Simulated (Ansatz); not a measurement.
ZnInGaO4 (InGaZnO4 type, space group R3m)

```xyz
7
Lattice="1.6575 0.9570 8.5848 -1.6575 0.9570 8.5848 0.0000 -1.9139 8.5848" Properties=species:S:1:pos:R:3 pbc="T T T"
In     0.0000     0.0000    25.6783
Ga     0.0000     0.0000     5.4823
Zn     0.0000     0.0000    20.1221
O      0.0000     0.0000     3.5098
O      0.0000     0.0000    22.6338
O      0.0000     0.0000     7.4369
O      0.0000     0.0000    18.1540
```

The slice is a (1 -1 0 2) plane (indices of the conventional cell) through the point (0.997, 0.997, 0.997) (fractional), spanned by u = [1 0 -1] and v = [010] in vectors of this cell: u (3.32 Å) and v (8.80 Å, at 90° to u). It covers one period; positions are fractions (u, v).

These are PBEsol (plane waves to 420 eV, PAW, scalar-relativistic; Ansatz, a first-principles code) values and carry that method's errors. k mesh 12×12×12. These are valence fields of a PAW run, semicore shells included where kept as valence: close to a nucleus they are smooth pseudo fields. The PAW data are Ansatz's earlier set. ZnInGaO4 was relaxed with its symmetry unable to fall.

Predict the map of the density of the highest valence band (whole band, smooth part) on the slice.


```
|           |
|           |
|           |
|           |
|           |
|..        .|
|=-.      .-|
|@*:      :*|
|*=.      .=|
|:.        .|
|-:.      .:|
|:.        .|
|           |
|.          |
|=-.      .-|
|@#-.    .-#|
|@#=.    .=#|
|==:.    .:=|
|..        .|
|           |
|           |
|           |
|           |
|           |
|           |
|           |
|           |
|           |
```
Scale: ten equal steps from 0.000 (start of ' ') to 0.071 (end of '@'), in the order ' .:-=+*#%@'. Values: density of the highest valence band (whole band, smooth part) in e/Å³. The map has 11 points along u (one character each, u = 0 at the left) and 28 along v (v = 0 in the bottom row).
